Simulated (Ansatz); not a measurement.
Relaxed-ion elastic tensor of Na (bcc (W type), Im-3m) in GPa (Voigt order), LDA in the plane-wave PAW code Ansatz; density 1.15 g/cm³, 33.29 Å³ per atom.

```json
[
 {"": "1", "1": "10.2", "2": "8.6", "3": "8.6", "4": "0.0", "5": "0.0", "6": "0.0"},
 {"": "2", "1": "8.6", "2": "10.2", "3": "8.6", "4": "0.0", "5": "0.0", "6": "0.0"},
 {"": "3", "1": "8.6", "2": "8.6", "3": "10.2", "4": "0.0", "5": "0.0", "6": "0.0"},
 {"": "4", "1": "0.0", "2": "0.0", "3": "0.0", "4": "7.0", "5": "0.0", "6": "0.0"},
 {"": "5", "1": "0.0", "2": "0.0", "3": "0.0", "4": "0.0", "5": "7.0", "6": "0.0"},
 {"": "6", "1": "0.0", "2": "0.0", "3": "0.0", "4": "0.0", "5": "0.0", "6": "7.0"}
]
```

Is the crystal mechanically stable?

Yes: the smallest eigenvalue of C is 1.6 GPa.

Work out the Voigt, Reuss and Hill averages.

K_V = 9.1, K_R = 9.1, K_H = 9.1; G_V = 4.5, G_R = 1.7, G_H = 3.1 GPa.

Give Young's modulus, Poisson's ratio, Pugh's ratio and the universal anisotropy index.

E = 9KG/(3K + G) = 8.4 GPa; ν = 0.35; K/G = 2.94 (ductile by the Pugh limit of 1.75); A_U = 5G_V/G_R + K_V/K_R − 6 = 8.23.

Estimate the sound speeds and the Debye temperature.

v_l = √((K + 4G/3)/ρ) = 3400 m/s, v_t = √(G/ρ) = 1650 m/s, mean 1850 m/s; Θ = (h/k)(3n/4πV)^(1/3) v_m = 171 K.

Give the Zener ratio and Young's modulus along [100], [110] and [111].

A = 2C44/(C11 − C12) = 8.74; 1/E = S11 − 2(S11 − S12 − S44/2)Γ with Γ = 0, 1/4, 1/3 gives 2.3, 6.6, 16.7 GPa.

Symmetry was held in the LDA relaxation. As this level gives no gap, shear constants depend on the k-mesh and smearing (Fermi–Dirac, 0.1 eV here).

Potentials: the earlier of the program's two PAW sets. The files were generated under PBE; for other functionals the program regenerates the frozen cores, and for LDA and PBEsol the local potential too.
